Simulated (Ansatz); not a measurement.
**KB₃H₈: levels and charges under dearer methods**

A database entry relaxed whole under r2SCAN at zero pressure (Cmcm, No. 63):

```yaml
crystal:
  lattice:
    - [3.62510, -3.98653, 0.00000]
    - [3.62510, 3.98653, 0.00000]
    - [0.00000, 0.00000, 8.04376]
  atoms:
    - { symbol: K, position: [0.66548, 0.33452, 0.75000] }
    - { symbol: K, position: [0.33452, 0.66548, 0.25000] }
    - { symbol: B, position: [0.28266, 0.71734, 0.63831] }
    - { symbol: B, position: [0.71734, 0.28266, 0.13831] }
    - { symbol: B, position: [0.71734, 0.28266, 0.36169] }
    - { symbol: B, position: [0.28266, 0.71734, 0.86169] }
    - { symbol: B, position: [0.09112, 0.90888, 0.75000] }
    - { symbol: B, position: [0.90888, 0.09112, 0.25000] }
    - { symbol: H, position: [0.20398, 0.51474, 0.58715] }
    - { symbol: H, position: [0.79602, 0.48526, 0.08715] }
    - { symbol: H, position: [0.51474, 0.20398, 0.41285] }
    - { symbol: H, position: [0.48526, 0.79602, 0.91285] }
    - { symbol: H, position: [0.79602, 0.48526, 0.41285] }
    - { symbol: H, position: [0.20398, 0.51474, 0.91285] }
    - { symbol: H, position: [0.48526, 0.79602, 0.58715] }
    - { symbol: H, position: [0.51474, 0.20398, 0.08715] }
    - { symbol: H, position: [0.13876, 0.86124, 0.57380] }
    - { symbol: H, position: [0.86124, 0.13876, 0.07380] }
    - { symbol: H, position: [0.86124, 0.13876, 0.42620] }
    - { symbol: H, position: [0.13876, 0.86124, 0.92620] }
    - { symbol: H, position: [0.87010, 0.85087, 0.75000] }
    - { symbol: H, position: [0.12990, 0.14913, 0.25000] }
    - { symbol: H, position: [0.85087, 0.87010, 0.25000] }
    - { symbol: H, position: [0.14913, 0.12990, 0.75000] }
```

Its volume is 9.69 Å³ an atom, -5.5 % against the entry's 10.25, a measured cell (2019, 298 K).

Single points on this cell with plane-wave PAW DFT (Ansatz 0.2.0; r2SCAN 500 eV, hybrids 420 eV; fermi-dirac occupations of width 0.020 eV; no moments): r2SCAN on a 4×4×4 Γ-centred mesh; HSE06 on a 2×2×2 Γ-centred mesh; PBE0 on a 2×2×2 Γ-centred mesh.

Question: What does each level give for gap and charges?

Answer: The runs give:

| level | gap (eV), or kind | pressure (GPa) | Bader charge of K (e) | Bader charge of B (e) | Bader charge of H (e) |
| --- | --- | --- | --- | --- | --- |
| r2SCAN | 6.22 | 0.0 | +0.89 | +1.37 | -0.63 |
| HSE06 | 7.00 | 0.4 | +0.89 | +1.34 | -0.61 |
| PBE0 | 7.76 | 0.4 | +0.89 | +1.34 | -0.61 |

Under r2SCAN the gap is 6.22 eV, over mesh and band path. HSE06 moves it by +0.78 eV and PBE0 by +1.54 eV; PBE0 keeps its exact exchange at long range, which widens the gap over HSE06's by 0.76 eV on their common mesh. The charge on B goes from +1.37 to +1.34 e under HSE06.

Caveats: the relaxation kept the start's symmetry; HSE06 is read on its mesh and at the zone's corners, PBE0 on its mesh alone; the relaxed cell lies far from the entry, by an error of the functional or of the entry; hybrid pressures are good to a few tenths of a GPa; pressure is positive in compression.
